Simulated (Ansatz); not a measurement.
# Ansatz 0.2.0, relaxation: TaF3

The input file (Ansatz 0.2.0, plane waves):

```yaml
crystal:
  lattice:
    - [3.87169, 0.0, 0.0]
    - [0.0, 3.87169, 0.0]
    - [0.0, 0.0, 3.87169]
  atoms:
    - { symbol: Ta, position: [0.0, 0.0, 0.0] }
    - { symbol: F, position: [0.5, 0.0, 0.0] }
    - { symbol: F, position: [0.0, 0.5, 0.0] }
    - { symbol: F, position: [0.0, 0.0, 0.5] }
  symmetry: { tolerance: 0.0003 }
kpoints:
  mp_grid: { grid: [9, 9, 9], shift: [0, 0, 0] }
magnetization:
  spin_polarized: false
scf:
  occupations: { method: fermi_dirac }
  lower_state_search: "off"
hamiltonian:
  pseudopotentials: { kind: paw }
  xc: pbe
basis:
  ecutwfc: 420
  fft_grid_basis: typed
relax:
  max_steps: 60
  cell: { p_target: 0.0 }
  f_tol: 0.03
output:
  forces: true
  stress: true
  eigenvalues: true
  bader: true
  populations: true
  elf: true
  write_potential: true
  volumetric_format: npy
  dos:
    e_range: [-12, 8]
    de: 0.05
    projected: { site_lists: { F: [F], Ta: [Ta] } }
  write_density: true
checkpoint:
  read: saved_state
```

Run with:

```bash
ansatz run input.yaml --threads 2 --pin off --max-ram 3584MiB --backend cpu --events-out ev --progress --plain --runs-dir out
```

Origin of the cell: a database entry, scaled a little.

The smearing width isn't typed, so it takes its default of 0.1 eV.

The saved state is a converged single point of the same cell.

Steps («new basis» is an SCF on plane waves selected anew at the same cell):

```json
{"step": "1", "ΔF (meV/atom)": "0.0", "max force component (eV/Å)": "0.000", "P (GPa)": "30.67", "volume (Å³)": "58.04", "SCF iterations": "5", "step was": "accepted"}
{"step": "2", "ΔF (meV/atom)": "-211.9", "max force component (eV/Å)": "0.000", "P (GPa)": "3.41", "volume (Å³)": "67.01", "SCF iterations": "7", "step was": "accepted"}
{"step": "3", "ΔF (meV/atom)": "-214.9", "max force component (eV/Å)": "0.000", "P (GPa)": "0.55", "volume (Å³)": "68.33", "SCF iterations": "5", "step was": "accepted"}
{"step": "4", "ΔF (meV/atom)": "-214.9", "max force component (eV/Å)": "0.000", "P (GPa)": "0.01", "volume (Å³)": "68.59", "SCF iterations": "5", "step was": "accepted"}
{"step": "5", "ΔF (meV/atom)": "-242.3", "max force component (eV/Å)": "0.000", "P (GPa)": "2.66", "volume (Å³)": "68.59", "SCF iterations": "9", "step was": "new basis"}
{"step": "6", "ΔF (meV/atom)": "-244.4", "max force component (eV/Å)": "0.000", "P (GPa)": "0.52", "volume (Å³)": "69.90", "SCF iterations": "5", "step was": "accepted"}
{"step": "7", "ΔF (meV/atom)": "-244.2", "max force component (eV/Å)": "0.000", "P (GPa)": "0.01", "volume (Å³)": "70.23", "SCF iterations": "5", "step was": "accepted"}
{"step": "8", "ΔF (meV/atom)": "-245.7", "max force component (eV/Å)": "0.000", "P (GPa)": "0.06", "volume (Å³)": "70.23", "SCF iterations": "7", "step was": "new basis"}
{"step": "9", "ΔF (meV/atom)": "-245.7", "max force component (eV/Å)": "0.000", "P (GPa)": "0.00", "volume (Å³)": "70.27", "SCF iterations": "5", "step was": "accepted"}
{"step": "10", "ΔF (meV/atom)": "-245.7", "max force component (eV/Å)": "0.000", "P (GPa)": "0.00", "volume (Å³)": "70.27", "SCF iterations": "7", "step was": "new basis"}
```

The starting structure.

Space group Pm-3m (No. 221); the run's cell has a = 3.872 Å, b = 3.872 Å, c = 3.872 Å, α = 90.00°, β = 90.00°, γ = 90.00°. Shortest distances: F–Ta 1.94 Å, F–F 2.74 Å.

After:

Space group Pm-3m (No. 221); the run's cell has a = 4.127 Å, b = 4.127 Å, c = 4.127 Å, α = 90.00°, β = 90.00°, γ = 90.00°. Shortest distances: F–Ta 2.06 Å, F–F 2.92 Å.

```yaml
crystal:
  lattice:
    - [4.12667, 0.00000, 0.00000]
    - [0.00000, 4.12667, 0.00000]
    - [0.00000, 0.00000, 4.12667]
  atoms:
    - { symbol: Ta, position: [0.00000, 0.00000, 0.00000] }
    - { symbol: F, position: [0.50000, 0.00000, 0.00000] }
    - { symbol: F, position: [0.00000, 0.50000, 0.00000] }
    - { symbol: F, position: [0.00000, 0.00000, 0.50000] }
```

* Free energy lowered by: 245.7 meV/atom
* Volume change: 21.09 %
* Final pressure: 0.00 GPa
* Relaxation steps listed: 10

Caveats: no moments, though an odd count or open d shells may carry them; no spin-orbit coupling, though heavy elements are present; the relaxation held the start's symmetry, so the end may be a saddle point.

Time: 32 s of wall time on 2 CPU thread(s) of a shared host, from a saved density.
